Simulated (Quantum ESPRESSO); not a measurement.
Kohn-Sham bands of AgRhO$_{2}$ (R-3m)

```xyz
4
Lattice="-1.5592 2.7006 0.0000 -3.1184 0.0000 0.0000 -1.5592 0.9002 6.3331" Properties=species:S:1:pos:R:3 pbc="T T T"
Ag     0.0000     0.0000     0.0000
Rh    -3.1184     1.8004     3.1666
O      0.0000     0.0000    -2.1474
O      0.0000     0.0000     2.1474
```

Materials Project entry mp-1018033; symmetrised, unrelaxed at this level. Not found in the COD (Crystallography Open Database) copy used; not checked further. Computed values, not measurements, from PBEsol: Quantum ESPRESSO (norm-conserving PseudoDojo potentials, cutoff 71 Ry, spinors with spin-orbit coupling) on a Γ-centred 6×6×6 mesh, then Wannier90. Density: 12×12×12 mesh, Gaussian smearing 0.01 Ry.

Energies are relative to the valence-band maximum; weights are on the orthonormalised atomic waves of the pseudopotential files, averaged over the group. 48 electrons a cell are treated as valence.

| bands | from (eV) | to (eV) | filling | weight on atomic waves |
|---|---|---|---|---|
| 1–2 | -91.25 | -91.25 | filled | [?] |
| 3–4 | -78.48 | -78.46 | filled | [?] |
| 5–6 | -58.33 | -58.31 | filled | [?] |
| 7–10 | -53.22 | -53.16 | filled | [?] |
| 11–12 | -49.12 | -49.07 | filled | [?] |
| 13–16 | -45.28 | -45.11 | filled | [?] |
| 17–20 | -19.53 | -18.18 | filled | [?] |
| 21–48 | -7.63 | 0.00 | filled | [?] |

Question: Which atomic shells make up each group?

Answer: 
- 1–2, weight on atomic waves: Ag 4s 99 %
- 3–4, weight on atomic waves: Rh 4s 98 %
- 5–6, weight on atomic waves: Ag 4p 100 %
- 7–10, weight on atomic waves: Ag 4p 100 %
- 11–12, weight on atomic waves: Rh 4p 99 %
- 13–16, weight on atomic waves: Rh 4p 99 %
- 17–20, weight on atomic waves: O 2s 86 %, Rh 5s 5 %, Rh 4d 5 %
- 21–48, weight on atomic waves: Ag 4d 35 %, O 2p 35 %, Rh 4d 26 %

The Kohn-Sham gap over both meshes and the path is 0.35 eV.
